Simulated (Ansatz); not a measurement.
Ga₂O₃:
```xyz
10
Lattice="6.1380 1.5237 0.0000 -6.1380 1.5237 0.0000 -1.3779 0.0000 5.6446" Properties=species:S:1:pos:R:3 pbc="T T T"
Ga     4.0562     1.5237     3.9777
Ga    -5.4340     1.5237     1.6669
Ga     0.8268     1.5237     4.5973
Ga    -2.2046     1.5237     1.0473
O      2.7201     1.5237     5.2904
O     -4.0979     1.5237     0.3542
O      3.5712     1.5237     2.2040
O     -4.9491     1.5237     3.4406
O     -1.0875     1.5237     4.2670
O     -0.2904     1.5237     1.3777
```

Plane-wave PAW PBEsol (Ansatz code) gives a gap of 2.22 eV without spin–orbit coupling, maximum on the M2–D line, 20 % of the way from M2, minimum at Γ.

Q: What happens when spin–orbit coupling is switched on?

A: The gap hardly moves, to 2.22 eV; maximum on the M2–D line, 20 % of the way from M2, minimum at Γ.

Q: Give the electron effective mass with spin–orbit coupling.

A: 0.22, 0.23, 0.24 mₑ (principal values).

Q: Give the hole effective mass with spin–orbit coupling.

A: 3.1, 3.4, 4.4 mₑ (principal values).

Space group C2/m. The cell was relaxed with PBEsol under the symmetry of its start.

Potentials: the later of the program's two PAW sets.
